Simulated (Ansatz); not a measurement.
Relaxed-ion elastic tensor of MgO (rock salt, Fm-3m) in GPa (Voigt order), LDA in the plane-wave PAW code Ansatz; density 3.72 g/cm³, 9.00 Å³ per atom.

```csv
,1,2,3,4,5,6
1,324,95.7,95.7,0.0,0.0,0.0
2,95.7,324,95.7,0.0,0.0,0.0
3,95.7,95.7,324,0.0,0.0,0.0
4,0.0,0.0,0.0,153,0.0,0.0
5,0.0,0.0,0.0,0.0,153,0.0
6,0.0,0.0,0.0,0.0,0.0,153
```

Question: Is the crystal mechanically stable?

Answer: Yes: the smallest eigenvalue of C is 153 GPa.

Question: Work out the Voigt, Reuss and Hill averages.

Answer: K_V = 172, K_R = 172, K_H = 172; G_V = 137, G_R = 135, G_H = 136 GPa.

Question: Give Young's modulus, Poisson's ratio, Pugh's ratio and the universal anisotropy index.

Answer: E = 9KG/(3K + G) = 323 GPa; ν = 0.19; K/G = 1.26 (brittle by the Pugh limit of 1.75); A_U = 5G_V/G_R + K_V/K_R − 6 = 0.10.

Question: Estimate the sound speeds and the Debye temperature.

Answer: v_l = √((K + 4G/3)/ρ) = 9750 m/s, v_t = √(G/ρ) = 6050 m/s, mean 6670 m/s; Θ = (h/k)(3n/4πV)^(1/3) v_m = 954 K.

Question: Give the Zener ratio and Young's modulus along [100], [110] and [111].

Answer: A = 2C44/(C11 − C12) = 1.34; 1/E = S11 − 2(S11 − S12 − S44/2)Γ with Γ = 0, 1/4, 1/3 gives 280, 332, 353 GPa.

Question: Solve the Christoffel equation for the three sound speeds along [100], [110], [111].

Answer: Eigenvalues of C_ijkl n_j n_l equal ρv². In km/s, slowest first: [100] 6.41, 6.41, 9.34; [110] 5.54, 6.41, 9.88; [111] 5.85, 5.85, 10.05.

The LDA relaxation kept the symmetry of its start.

Potentials: the earlier of the program's two PAW sets. The files were generated under PBE; for other functionals the program regenerates the frozen cores, and for LDA and PBEsol the local potential too.
